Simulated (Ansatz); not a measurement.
Bi$_{2}$SnTe$_{3}$:
```
CELL_PARAMETERS angstrom
      4.73959     0.00000     0.00000
     -2.36980     4.10461     0.00000
      0.00000     0.00000     9.78700
ATOMIC_POSITIONS crystal
  Te 0.33333 0.66667 0.66438
  Bi 0.66667 0.33333 0.83056
  Te 0.00000 0.00000 0.00000
  Bi 0.33333 0.66667 0.16944
  Te 0.66667 0.33333 0.33562
  Sn 0.00000 0.00000 0.50000
```

Relaxed with PBE+D3(BJ). Special points in fractions of this cell's reciprocal vectors: Γ (0.000, 0.000, 0.000); M (0.500, 0.000, 0.000); K (0.333, 0.333, 0.000); A (0.000, 0.000, 0.500); L (0.500, 0.000, 0.500); H (0.333, 0.333, 0.500).

Q: List the band energies nearest the Fermi level at these points for PBE+D3(BJ) with spin–orbit coupling (plane waves, PAW; program Ansatz).

A: In eV from the Fermi level; about four levels below and three above (degenerate sets whole), none deeper than 8.9 eV; points with the same levels are listed once.

```csv
k,below,above
Γ,-0.79 -0.79 -0.03 -0.03,0.10 0.10 0.23 0.23
M,-2.44 -2.44 -2.24 -2.24,0.53 0.53 0.88 0.88
K,-2.27 -2.27 -2.04 -2.04,0.85 0.85 1.03 1.03
A,-0.80 -0.80 -0.49 -0.49,0.03 0.03 1.17 1.17
L,-0.38 -0.38 -0.01 -0.01,0.98 0.98 2.07 2.07
H,-1.15 -1.15 -1.15 -1.15 -0.68 -0.68,0.06 0.06 0.14 0.14
```

Space group P-3m1. A made-up cell: these elements were put on the sites of a structure type; neither database checked (COD, Materials Project) lists it. Whether it is the stable phase at ambient conditions was not checked. The PBE+D3(BJ) relaxation kept the symmetry of its start; of distortions, only those at the zone centre were tested.

Potentials: the later of the program's two PAW sets.
